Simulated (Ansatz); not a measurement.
# Bi2Pd3Br: rattling a relaxed structure

It was reached by relaxing an invented guess, and it needn't be the stable form of this composition.

All numbers below come from DFT PBE, scalar-relativistic, plane waves, PAW in Ansatz 0.2.0. Settings: cutoff 420 eV, Γ-centred mesh 8×8×4 on the computed 6-atom cell, Gaussian smearing of 0.10 eV; no spin polarisation.

The cell below (6 atoms, space group P4/mmm (No. 123)) is relaxed within its symmetry.

```
Bi Pd Br
1.0
     3.69236    0.00000    0.00000
     0.00000    3.69236    0.00000
     0.00000    0.00000   10.69152
Bi Pd Br
2 3 1
Direct
  0.50000 0.50000 0.65787
  0.50000 0.50000 0.34213
  0.00000 0.00000 0.50000
  0.00000 0.00000 0.23319
  0.00000 0.00000 0.76681
  0.00000 0.00000 0.00000
```

For the test a repeat of it with 12 atoms (edges 3.69, 7.38, 10.69 Å) was strained at random (σ = 1.5 % a component), the atoms were moved at random (σ = 0.15 Å), and all was relaxed again on a coarse 6×4×2 mesh (in the run’s order of axes) with 0.20 eV smearing, with no symmetry imposed.

These runs have no spin–orbit coupling, which can matter for Bi.

Question: What happens?

Answer: It doesn't return. The energy falls by 38 meV/atom on that mesh, the volume changes by -3.3 %, and the end has space group P1 (No. 1) at a loose tolerance. Relaxed again on an 8×4×4 mesh with 0.10 eV smearing, the new structure lies 40 meV/atom below the first (mesh in the axes of the run's cell; the cell below is made exact in the group named). Space group Cm (No. 8), monoclinic, a = 20.124 Å, b = 3.712 Å, c = 7.555 Å, β = 92.1°. Bi on its first site is surrounded by 8 Pd at 2.87–3.07 Å; Bi on its second site is surrounded by 4 Pd at 2.80–2.81 Å, 2 Pd at 3.07 Å and 1 Bi at 3.20 Å; around Pd on its first site lie 3 Pd at 2.86–2.90 Å and 6 Bi at 2.91–3.02 Å; Br on its first site has 1 Pd at 2.52 Å, 2 Pd at 2.73 Å, 1 Bi at 3.38 Å, 4 Br at 3.71–3.79 Å and 1 Bi at 3.77 Å; 8 more sites not described.

Space group Cm (No. 8). a = 20.124 Å, b = 3.712 Å, c = 7.555 Å, α = 90.00°, β = 92.14°, γ = 90.00°
```json
{"atom": "Bi", "site": "2a", "symmetry": "m", "x": "0.4538", "y": "0.0000", "z": "0.7800"}
{"atom": "Bi", "site": "2a", "symmetry": "m", "x": "0.4601", "y": "0.0000", "z": "0.3001"}
{"atom": "Bi", "site": "2a", "symmetry": "m", "x": "0.1351", "y": "0.5000", "z": "0.7243"}
{"atom": "Bi", "site": "2a", "symmetry": "m", "x": "0.1141", "y": "0.5000", "z": "0.2071"}
{"atom": "Pd", "site": "2a", "symmetry": "m", "x": "0.0506", "y": "0.0000", "z": "0.9379"}
{"atom": "Pd", "site": "2a", "symmetry": "m", "x": "0.0381", "y": "0.0000", "z": "0.5553"}
{"atom": "Pd", "site": "2a", "symmetry": "m", "x": "0.1755", "y": "0.0000", "z": "0.4398"}
{"atom": "Pd", "site": "2a", "symmetry": "m", "x": "0.1903", "y": "0.0000", "z": "0.0222"}
{"atom": "Pd", "site": "2a", "symmetry": "m", "x": "0.3988", "y": "0.5000", "z": "0.5174"}
{"atom": "Pd", "site": "2a", "symmetry": "m", "x": "0.4137", "y": "0.5000", "z": "0.0451"}
{"atom": "Br", "site": "2a", "symmetry": "m", "x": "0.2739", "y": "0.5000", "z": "0.4849"}
{"atom": "Br", "site": "2a", "symmetry": "m", "x": "0.2861", "y": "0.5000", "z": "0.9858"}
```
